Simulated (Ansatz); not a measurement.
Starting cell, MoS₂ (space group R3m):

```
MoS2
1.0
    3.12630     1.80497    11.98194
    0.00000     1.80497    11.98194
    1.56315    -0.90249    11.98194
Mo S
2 4
Direct
  0.50012   0.99976   0.99976
  0.00012   0.99976   0.99976
  0.79026   0.41948   0.41948
  0.29026   0.41948   0.41948
  0.87661   0.24678   0.24678
  0.37661   0.24678   0.24678
```

The atoms are displaced by Q × the pattern below (from a DFPT mode at T = (0.5, 0.5, 0.5), largest move 1; Q in Å), at fixed cell. (q is in reciprocal vectors of the primitive cell; the cell shown is doubled to hold the pattern.)

```json
[
 {"atom": "Mo1", "x": "0.000", "y": "0.000", "z": "1.000"},
 {"atom": "Mo2", "x": "0.000", "y": "0.000", "z": "-1.000"},
 {"atom": "S3", "x": "0.000", "y": "0.000", "z": "0.981"},
 {"atom": "S4", "x": "0.000", "y": "0.000", "z": "-0.981"},
 {"atom": "S5", "x": "0.000", "y": "0.000", "z": "0.978"},
 {"atom": "S6", "x": "0.000", "y": "0.000", "z": "-0.978"}
]
```

Level of theory: LDA (plane waves to 420 eV, PAW, scalar-relativistic; Ansatz, a first-principles code). k mesh 12×12×12 (Γ-centred), Fermi-Dirac smearing 0.05 eV. Energies are smeared free energies. MoS2 is run without spin polarisation. MoS2 was relaxed with its symmetry unable to fall. This is one of several known forms of MoS2; the measured ambient cells at hand have space group No. 194. The zero of ΔE is the undisplaced structure.

```json
[
 {"Q (Å)": "-0.1000", "ΔE (meV/cell)": "withheld"},
 {"Q (Å)": "-0.0833", "ΔE (meV/cell)": "11.4"},
 {"Q (Å)": "-0.0667", "ΔE (meV/cell)": "7.3"},
 {"Q (Å)": "-0.0500", "ΔE (meV/cell)": "4.1"},
 {"Q (Å)": "-0.0333", "ΔE (meV/cell)": "1.8"},
 {"Q (Å)": "-0.0167", "ΔE (meV/cell)": "0.4"},
 {"Q (Å)": "0.0000", "ΔE (meV/cell)": "0.0"},
 {"Q (Å)": "0.0167", "ΔE (meV/cell)": "0.4"},
 {"Q (Å)": "0.0333", "ΔE (meV/cell)": "1.8"},
 {"Q (Å)": "0.0500", "ΔE (meV/cell)": "4.1"},
 {"Q (Å)": "0.0667", "ΔE (meV/cell)": "7.3"},
 {"Q (Å)": "0.0833", "ΔE (meV/cell)": "11.4"},
 {"Q (Å)": "0.1000", "ΔE (meV/cell)": "withheld"}
]
```

Problem. Fit an even polynomial form (powers 2, 4) to the given rows and predict ΔE at Q = -0.1000.

Solution. Least squares on the 11 given rows: ΔE = (1632)·Q² + (1631)·Q⁴, in meV/cell with Q in Å; root-mean-square residual 0.02 meV/cell. At -0.1000 the fit gives 16.5 meV/cell; the calculation gives 16.6 meV/cell, so the extrapolation is off by -0.1 (-0.6 %). The quadratic term alone would give 16.3 meV/cell.

(For displaced atoms, the force is minus the slope of the energy, and its curvature is a force constant, which sets phonon frequencies.)
